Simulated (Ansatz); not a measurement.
SrTiO$_{3}$, DFT, PBEsol, all-electron PAW with datasets made for the crystal, scalar-relativistic (Ansatz 0.2.0), run on 2 threads of Arm Neoverse V1 on a shared host.

The cell comes from COD entry 7212245, which wasn't checked; take it as a given geometry. The listed cell was then made from it by scaling, straining or moving an atom.

Command: `ansatz run input.yaml --threads 2 --pin off --max-ram 8192MiB --backend cpu --events-out ev --progress --plain --runs-dir out`

```yaml
crystal:
  lattice:
    - [3.8787911566, 0.0, 0.0]
    - [0.0, 3.8787911566, 0.0]
    - [0.0, 0.0, 3.8787911566]
  atoms:
    - { symbol: Sr, position: [0.0, 0.0, 0.0] }
    - { symbol: Ti, position: [0.5, 0.5, 0.5] }
    - { symbol: O, position: [0.0, 0.5, 0.5] }
    - { symbol: O, position: [0.5, 0.0, 0.5] }
    - { symbol: O, position: [0.5, 0.5, 0.0] }
kpoints:
  mp_grid: { grid: [7, 7, 7] }
scf:
  occupations: { method: fermi_dirac, width: 0.05 }
hamiltonian:
  xc: pbesol
  pseudopotentials: { kind: all_electron, datasets: crystal }
output:
  forces: true
  stress: true
  eigenvalues: true
  efg: { contact_densities: true }
```

**Question.** How large is the problem that the program sets up?

**Answer.** 20 irreducible k-points, 1743 plane waves at Γ, 25 bands.

**Question.** About how long does it take, and how much memory does it use?

**Answer.** 11 s of wall time for 12 SCF iterations, with a peak of 0.65 GiB. Times on shared machines scatter by tens of per cent.
